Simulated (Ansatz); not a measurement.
CdPd, DFT, PBEsol, all-electron LAPW, scalar-relativistic (Ansatz 0.2.0), run on 1 thread of Intel(R) Xeon(R) Platinum 8488C (Sapphire Rapids) on a shared host.

The cell comes from COD entry 1524979, which wasn't checked; take it as a given geometry. The listed cell was then made from it by scaling, straining or moving an atom.

Command: `ansatz run input.yaml --threads 1 --pin off --max-ram 3072MiB --backend cpu --events-out ev --progress --plain --runs-dir out`

```yaml
crystal:
  lattice:
    - [3.0476509155, 0.0, 0.0]
    - [0.0, 3.0476509155, 0.0]
    - [0.0, 0.0, 3.6550470584]
  atoms:
    - { symbol: Cd, position: [0.0, 0.0, 0.0] }
    - { symbol: Pd, position: [0.5, 0.5, 0.5] }
kpoints:
  mp_grid: { grid: [11, 11, 9] }
  band_path:
    path:
      - [0.0, 0.0, 0.0]
      - [0.0, 0.5, 0.0]
      - [0.5, 0.5, 0.0]
      - [0.0, 0.0, 0.0]
      - [0.0, 0.0, 0.5]
      - [0.0, 0.5, 0.5]
      - [0.5, 0.5, 0.5]
      - [0.0, 0.0, 0.5]
      - [0.0, 0.5, 0.0]
    npoints: 5
scf:
  occupations: { method: fermi_dirac, width: 0.05 }
hamiltonian:
  xc: pbesol
  pseudopotentials: { kind: all_electron, lapw: { basis_error: 0.0005 } }
output:
  forces: true
  stress: true
  eigenvalues: true
```

(1) How large is the problem that the program sets up?

(2) About how long does it take, and how much memory does it use?

Answers

(1) 105 irreducible k-points, 353 plane waves at Γ, 29 bands.

(2) 40 s of wall time for 11 SCF iterations, with a peak of 0.59 GiB. Times on shared machines scatter by tens of per cent.
